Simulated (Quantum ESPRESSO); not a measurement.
pw.x input (Quantum ESPRESSO 7.5; LDA, PseudoDojo standard norm-conserving files, scalar-relativistic):

```
&CONTROL
  calculation = 'scf'
  pseudo_dir = './pseudo'
  outdir = './out'
  tprnfor = .true.
  tstress = .true.
/
&SYSTEM
  ibrav = 0
  nat = 12
  ntyp = 4
  ecutwfc = 84.0
  ecutrho = 336.0
  occupations = 'smearing'
  smearing = 'fd'
  degauss = 0.002
  nbnd = 48
/
&ELECTRONS
  conv_thr = 1.2e-09
/
ATOMIC_SPECIES
O 15.9990 O.upf
P 30.9738 P.upf
Ca 40.0780 Ca.upf
Cs 132.9055 Cs.upf
CELL_PARAMETERS angstrom
  5.202215000000  -3.006270000000   0.000000000000
  5.202215000000   3.006270000000   0.000000000000
 -3.474652000000   0.000000000000   6.642443000000
ATOMIC_POSITIONS crystal
O   0.683130000000   0.256530000000   0.189350000000
O   0.256530000000   0.683130000000   0.189350000000
O   0.312220000000   0.740940000000   0.791000000000
O   0.740940000000   0.312220000000   0.791000000000
O   0.264830000000   0.264830000000   0.215380000000
O   0.749580000000   0.749580000000   0.822410000000
O   0.525300000000   0.525300000000   0.499890000000
P   0.423870000000   0.423870000000   0.256110000000
P   0.584840000000   0.584840000000   0.743530000000
Ca   0.001770000000   0.001770000000   0.999760000000
Cs   0.780020000000   0.780020000000   0.335310000000
Cs   0.221480000000   0.221480000000   0.664310000000
K_POINTS automatic
6 6 4 0 0 0
```

End of the output:

```

[...]
     the Fermi energy is     6.3908 ev
!    total energy              =    -431.18375284 Ry
     estimated scf accuracy    <          2.2E-10 Ry
     smearing contrib. (-TS)   =       0.00000000 Ry
     internal energy E=F+TS    =    -431.18375284 Ry
     The total energy is F=E-TS. E is the sum of the following terms:
     one-electron contribution =    -169.53320528 Ry
     hartree contribution      =     124.88906411 Ry
     xc contribution           =    -108.86759344 Ry
     ewald contribution        =    -277.67201823 Ry
     convergence has been achieved in  12 iterations
     Forces acting on atoms (cartesian axes, Ry/au):
     atom    1 type  1   force =    -0.01061242    0.01835149    0.00601347
     atom    2 type  1   force =    -0.01061242   -0.01835149    0.00601347
     atom    3 type  1   force =     0.00997992   -0.02016063   -0.00405858
     atom    4 type  1   force =     0.00997992    0.02016063   -0.00405858
     atom    5 type  1   force =     0.02507903    0.00000000    0.00453513
     atom    6 type  1   force =    -0.02518580    0.00000000   -0.00959887
     atom    7 type  1   force =    -0.00333296    0.00000000    0.00184113
     atom    8 type  2   force =    -0.00236756    0.00000000   -0.00280106
     atom    9 type  2   force =     0.00427049    0.00000000    0.00223298
     atom   10 type  3   force =    -0.00102520    0.00000000    0.00007062
     atom   11 type  4   force =     0.00179993    0.00000000   -0.00411632
     atom   12 type  4   force =     0.00202706    0.00000000    0.00392661
     Total force =     0.059026     Total SCF correction =     0.000022
     Computing stress (Cartesian axis) and pressure
          total   stress  (Ry/bohr**3)                   (kbar)     P=      -67.20
  -0.00049476   0.00000000  -0.00000353          -72.78        0.00       -0.52
   0.00000000  -0.00048990   0.00000000            0.00      -72.07        0.00
  -0.00000353   0.00000000  -0.00038582           -0.52        0.00      -56.76
```
In a gapped system the printed Fermi energy is only some level inside the gap.

Geometry of the Materials Project entry, not relaxed at this level.
